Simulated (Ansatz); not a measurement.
Trial structure of In₅Sb, not yet relaxed:

```yaml
crystal:
  lattice:
    - [6.23403, 0.00000, 0.00000]
    - [-3.11701, 5.39883, 0.00000]
    - [0.00000, 0.00000, 5.79451]
  atoms:
    - { symbol: In, position: [0.00000, 0.68074, 0.50000] }
    - { symbol: In, position: [0.68074, 0.00000, 0.50000] }
    - { symbol: In, position: [0.31926, 0.31926, 0.50000] }
    - { symbol: In, position: [0.66667, 0.33333, 0.00000] }
    - { symbol: In, position: [0.33333, 0.66667, 0.00000] }
    - { symbol: Sb, position: [0.00000, 0.00000, 0.00000] }
```

Theory: DFT PBE, scalar-relativistic, plane waves, PAW in Ansatz. Settings: cutoff 420 eV, Γ-centred mesh 3×3×4 on the computed 6-atom cell, Gaussian smearing of 0.10 eV; no spin polarisation.

Energies over the elements count from the elements' standard structures at the same level, with no fitted energy shifts.

Q: How far from equilibrium is it?

A: The pressure is -3.6 GPa (the mean over three directions, positive in compression), the largest force is 0.10 eV/Å, and the energy is +0.09 eV/atom against the elements. The shortest distance is 3.45 Å.

Q: How much does it gain on relaxing, and where does it end?

A: Relaxing gains under 0.1 eV/atom (the start's value is from the coarse mesh, so the gain is rough) in 8 ionic steps and ends at +0.02 eV/atom on the finer mesh. The symmetry stays P-62m (No. 189). The volume per atom shrinks by 14.4 %, from 32.5 to 27.8 Å³. The shortest distance goes from 3.45 Å (In–In) to 3.38 Å (In–In). Conventional cell: a = 5.890 Å, c = 5.557 Å. Around In on a site of symmetry m2m lie 10 In at 3.38–3.41 Å and 2 Sb at 3.40 Å; around In on a site of symmetry -6 lie 3 Sb at 3.40 Å and 9 In at 3.40–3.41 Å; Sb has 12 In at 3.40 Å.

The last run used a 6×6×8 mesh (in the run's order of axes) for its 6-atom cell and Gaussian smearing of 0.10 eV. The k mesh leaves some 4 meV/atom of noise in the energy of each metallic cell. Spin–orbit coupling, which can matter for Sb, is left out. The relaxation can't lower the symmetry of the start. Symmetry constrained the relaxation, so the result can be a saddle point.
